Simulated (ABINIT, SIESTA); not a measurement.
This is a calculation of Ge2Sb2Te5 for ABINIT 10.8.3 (patched build). The cell comes from a database or a generator and needn't be the stable form of this composition.

File run.abi:

```
# Pseudopotentials
pp_dirpath "./"
pseudos "Te.GGA_PBE-JTH.xml, Sb.GGA_PBE-JTH.xml, Ge.GGA_PBE-JTH.xml"

# Structure
acell 14.163390024 14.163390024 18.2778620627
rprim
     0.9125000404    -0.4090766142     0.0000000000
     0.9125000404     0.4090766142     0.0000000000
    -0.7062464773     0.0000000000     0.7079660397
ntypat 3
znucl 52 51 32
natom 9
typat 1 1 1 1 1 2 2 3 3
xcart
    10.3836307889     0.0000000000     5.0004838345
    18.0252074813     0.0000000000     2.5377099931
     0.1320929883     0.0000000000     0.0832695797
    -5.1153423779     0.0000000000    10.4789363502
     2.6302127867     0.0000000000     7.7267699867
    15.7188559433     0.0000000000     7.6071387103
    -2.4958248334     0.0000000000     5.4005789601
     4.9236672488     0.0000000000     2.4305400383
    12.7128519194     0.0000000000     0.1429105265
chkprim 0
chksymtnons 0
tolsym 1.0e-6

# Plane-wave basis
ecut 22.0
pawecutdg 44.0
pawxcdev 0

# k points
kptopt 1
ngkpt 5 5 4
nshiftk 1
shiftk 0.0 0.0 0.0

# Exchange and correlation
ixc 11

# Bands and occupations
nband 53
occopt 3
tsmear 0.00183747

# SCF cycle
nstep 100
tolvrs 1.0e-9

# Output
iomode 3
prtwf 0
prtden 0
prteig 0
prtebands 0
```

Potentials or basis: JTH PAW PBE v2.0.

The run is started by

```bash
$ abinit run.abi > log 2>&1
```

**Question.** Translate it to SIESTA 5.4.2. Potentials or basis there: files PseudoDojo sr-pbe-0.4.1-standard, DZP (energy shift 0.003 Ry; two zetas on semicore shells).

**Answer.** As run (cutoffs and basis follow the program's own potentials, and thresholds, step limits or extra output files can differ):

The input Ge2Sb2Te5.fdf:

```
SystemName                      Ge2Sb2Te5
SystemLabel                     Ge2Sb2Te5
NumberOfSpecies                 3
NumberOfAtoms                   9
%block ChemicalSpeciesLabel
  1  52 Te
  2  51 Sb
  3  32 Ge
%endblock ChemicalSpeciesLabel

LatticeConstant                 1.0 Ang
%block LatticeVectors
     6.8391360000    -3.0660060000     0.0000000000
     6.8391360000     3.0660060000     0.0000000000
    -6.8309770000     0.0000000000     6.8476090000
%endblock LatticeVectors
AtomicCoordinatesFormat         Fractional
%block AtomicCoordinatesAndAtomicSpecies
     0.5947020000     0.5947020000     0.3864330000  1  Te
     0.7952880000     0.7952880000     0.1961120000  1  Te
     0.0083240000     0.0083240000     0.0064350000  1  Te
     0.2065190000     0.2065190000     0.8098030000  1  Te
     0.3999590000     0.3999590000     0.5971180000  1  Te
     0.9017080000     0.9017080000     0.5878730000  2  Sb
     0.1118700000     0.1118700000     0.4173520000  2  Sb
     0.2842870000     0.2842870000     0.1878300000  3  Ge
     0.4973430000     0.4973430000     0.0110440000  3  Ge
%endblock AtomicCoordinatesAndAtomicSpecies

%block kgrid.MonkhorstPack
    5   0   0  0.0
    0   5   0  0.0
    0   0   4  0.0
%endblock kgrid.MonkhorstPack
XC.Functional                   GGA
XC.Authors                      PBE
PAO.BasisSize                   DZP
PAO.EnergyShift                 0.003 Ry
Mesh.Cutoff                     800 Ry
OccupationFunction              FD
ElectronicTemperature           0.05 eV
MaxSCFIterations                120
SCF.MustConverge                false
SCF.Mixer.Method                Pulay
SCF.Mixer.Weight                0.25
SCF.Mixer.History               8
SCF.DM.Tolerance                5.0e-05
SCF.H.Tolerance                 1.0e-03 eV
WriteForces                     true
Charge.Mulliken                 end
Charge.Hirshfeld                end
Charge.Voronoi                  end
SaveRho                         true
SaveElectrostaticPotential      true
%block PAO.Basis
  Te 4
  n=5 0 2
    5.635 0.000
  n=5 1 2
    7.297 0.000
  n=4 2 2
    3.260 0.000
  n=5 2 1
    7.297
  Sb 4
  n=5 0 2
    5.984 0.000
  n=5 1 2
    7.890 0.000
  n=4 2 2
    3.483 0.000
  n=5 2 1
    7.890
  Ge 4
  n=4 0 2
    5.972 0.000
  n=4 1 2
    8.196 0.000
  n=3 2 2
    3.189 0.000
  n=4 2 1
    8.196
%endblock PAO.Basis
```

Potentials or basis: PseudoDojo 0.4 standard (PBE files), converted to PSML, two zetas on semicore shells, DZP (energy shift 0.003 Ry; two zetas on semicore shells).

Command:

```console
$ siesta Ge2Sb2Te5.fdf > Ge2Sb2Te5.out 2>&1
```

Both were run:

|  | ABINIT | SIESTA |
| --- | --- | --- |
| Pressure | -0.2 GPa | 1.0 GPa |

The potentials hold 88 and 138 valence electrons a cell.

Pressure is positive in compression.
